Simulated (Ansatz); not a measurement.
AlN (rock salt, space group No. 225), LDA (plane waves, PAW; program Ansatz), all energies at zero smearing, with the estimated change up to a 700 eV cutoff added, with one set of potentials and settings (totals compare only within such a set). Cell of 2 atoms (1 Al, 1 N): -889.670 eV.

| element | reference phase | E (eV/atom) |
|---|---|---|
| Al | Fm-3m, 1 atoms in the cell | -512.8755 |
| N | P4_2/mnm, 4 atoms in the cell | -373.6497 |

Formation energy per atom, worked out: (-889.670 − 1×(-512.8755) − 1×(-373.6497))/2 = -1.572 eV/atom (-152 kJ per mol of atoms), at 0 K, without zero-point energy or fitted corrections.

This is a known high-pressure phase of the composition, computed here at zero pressure and temperature. Symmetry was held in the LDA relaxation; phonons on a q-mesh show no instability. The references are the lowest solids computed at this level, not always the standard phases (solids in place of the gases).

Potentials: the later of the program's two PAW sets.
